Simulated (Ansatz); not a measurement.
CsPbCl₃ (cubic perovskite, Pm-3m) under volume change, PBE in the plane-wave PAW code Ansatz, scaled uniformly.

```tsv
V (Å³/atom)	E − E(relaxed) (meV/atom)	P (GPa)
34.301	24.8	2.55
35.432	(withheld)	(withheld)
36.563	(withheld)	(withheld)
37.694	0.0	0.00
38.825	2.2	-0.60
39.955	8.3	-1.11
41.086	17.6	-1.54
```

Task: Fill in the missing entries.

Result: 
- 36.563, E − E(relaxed) (meV/atom): 2.4
- 36.563, P (GPa): 0.71
- 35.432, E − E(relaxed) (meV/atom): 10.4
- 35.432, P (GPa): 1.55

Task: What does a third-order Birch–Murnaghan fit give for V₀, B₀ and B′?

Result: V₀ = 37.69 Å³/atom, B₀ = 21.8 GPa, B′ = 4.6.

This is a known high-temperature phase of the composition, computed here at zero pressure and temperature. The cell was relaxed with PBE under the symmetry of its start; whether a distortion lowers the energy is not shown. Spin–orbit coupling is left out wherever it is not named.

Potentials: the later of the program's two PAW sets.
